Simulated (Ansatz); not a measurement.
A relaxed structure of B. Space group R-3m (No. 166), AFLOW prototype A_hR12_166_2h (as in B). All values below come from PBEsol (plane waves to 420 eV, PAW, scalar-relativistic; Ansatz, an electronic-structure program).

```cif
data_B12
_chemical_formula_sum 'B12'
_space_group_name_H-M_alt 'P 1'
_space_group_IT_number 1
_cell_length_a 5.02843
_cell_length_b 5.02843
_cell_length_c 5.02843
_cell_angle_alpha 58.008
_cell_angle_beta 58.008
_cell_angle_gamma 58.008
loop_
_space_group_symop_operation_xyz
  'x, y, z'
loop_
_atom_site_label
_atom_site_type_symbol
_atom_site_fract_x
_atom_site_fract_y
_atom_site_fract_z
_atom_site_occupancy
B1 B 0.01061 0.65383 0.01061 1
B2 B 0.01061 0.01061 0.65383 1
B3 B 0.65383 0.01061 0.01061 1
B4 B 0.98939 0.34617 0.98939 1
B5 B 0.98939 0.98939 0.34617 1
B6 B 0.34617 0.98939 0.98939 1
B7 B 0.22160 0.62979 0.22160 1
B8 B 0.22160 0.22160 0.62979 1
B9 B 0.62979 0.22160 0.22160 1
B10 B 0.77840 0.37021 0.77840 1
B11 B 0.77840 0.77840 0.37021 1
B12 B 0.37021 0.77840 0.77840 1
```

- Volume per atom: 7.15 Å³
- Band gap: 1.34 eV, indirect (valence top at T, conduction bottom at Γ) (no spin-orbit coupling)
- Smallest direct gap: 1.68 eV at k = (0.1429, 0.1429, 0.1429)
- Shortest distances: B–B 1.67 Å
- k-mesh: 7×7×7

Band energies at high-symmetry points (eV from the VBM; labels of this space group; no spin-orbit coupling), from −5 eV up to 6.3 eV:

```tsv
point	energies
Γ	-4.57 -4.57 -1.48 -0.86 -0.86 -0.36 1.34 4.54 4.54 4.69 4.69 6.32
T	-4.93 -4.15 -3.34 -3.34 -3.10 -1.96 -1.96 0.00 2.51 2.73 2.73 4.94 4.94 5.42 6.00
H2	-3.97 -3.94 -3.48 -3.16 -2.52 -2.33 -1.96 -1.80 1.63 2.60 3.03 3.80 4.89 5.07 5.72 6.13
H0	-3.97 -3.94 -3.48 -3.16 -2.52 -2.33 -1.96 -1.80 1.63 2.60 3.03 3.80 4.89 5.07 5.72 6.13
L	-4.85 -4.29 -3.19 -2.80 -1.97 -1.76 -0.60 1.87 3.19 3.55 4.87 5.00 5.50
S0	-3.66 -3.43 -3.37 -3.26 -2.81 -2.40 -2.07 -1.73 1.77 2.12 3.08 3.81 4.79 5.13 6.13
S2	-3.66 -3.43 -3.37 -3.26 -2.81 -2.40 -2.07 -1.73 1.77 2.12 3.08 3.81 4.79 5.13 6.13
F	-4.99 -4.79 -4.17 -3.66 -3.33 -3.05 -2.64 -2.17 -1.95 1.39 2.58 2.79 3.44 5.34 5.54 5.59
```

No spin polarisation in the result.

The run could not lose the symmetry of its start.
